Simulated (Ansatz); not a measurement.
Consider the following.

PtS$_{2}$:
```xyz
3
Lattice="3.5508 0.0000 0.0000 -1.7754 3.0751 0.0000 0.0000 0.0000 5.2027" Properties=species:S:1:pos:R:3 pbc="T T T"
Pt     0.0000     0.0000     0.0000
S      0.0000     2.0501     1.2256
S      1.7754     1.0250     3.9771
```

This is the r²SCAN+D4-relaxed structure. x, y and z are the axes in which the lattice vectors are written.

All from r²SCAN+D4 in the plane-wave PAW code Ansatz, unless another level is named. Give the Hill bulk and shear moduli.

47.2 and 33.0 GPa.

Give the highest zone-centre frequency (without LO–TO term).

344 cm^-1.

And the elastic constants (relaxed ions, GPa)?

C11 = 206, C12 = 61.4, C13 = 23.9, C14 = -12.7, C33 = 21.9, C44 = 20.8.

Space group P-3m1 (CdI2 type). Symmetry was held in the r²SCAN+D4 relaxation; phonons on a q-mesh show no instability. No spin polarisation was allowed. Scalar-relativistic: spin–orbit coupling is off unless named, which matters more the heavier the elements.

Potentials: the later of the program's two PAW sets.
